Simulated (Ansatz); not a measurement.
KI (rock salt)

```yaml
crystal:
  lattice:
    - [0.00000, 3.59063, 3.59063]
    - [3.59063, 0.00000, 3.59063]
    - [3.59063, 3.59063, 0.00000]
  atoms:
    - { symbol: I, position: [0.00000, 0.00000, 0.00000] }
    - { symbol: K, position: [0.50000, 0.50000, 0.50000] }
```

In this cell atom 2 (K, nearest neighbour I at 3.591 Å; its periodic images, 5.1 Å or more away, move with it) is moved by u·(1.000, 0.000, 0.000) + v·(0.000, 0.000, 1.000); the rest is frozen.

Level of theory: PBE (plane waves to 420 eV, PAW, scalar-relativistic; Ansatz, a program for electronic structure). k mesh 7×7×7 (Γ-centred), Fermi-Dirac smearing 0.05 eV. Energies are smeared free energies. KI was relaxed with its symmetry unable to fall. Spin-orbit coupling is left out, though I is heavy. The relaxed volume of KI is well above the measured one; the method has no dispersion term. ΔE is measured from the undisplaced structure. Axes are in Å.

Question: What ΔE (meV/cell) does the calculation give at all points of the grid u = -0.900, -0.450, 0.000, 0.450, 0.900 by v = -0.900, -0.450, 0.000, 0.450, 0.900?

Answer: ΔE (meV/cell), with u across and v down:

```csv
v \ u,-0.900,-0.450,0.000,0.450,0.900
-0.900,972,793,835,793,972
-0.450,793,196,112,196,793
0.000,835,112,0,112,835
0.450,793,196,112,196,793
0.900,972,793,835,793,972
```

(For displaced atoms, the force is minus the slope of the energy, and its curvature is a force constant, which sets phonon frequencies.)
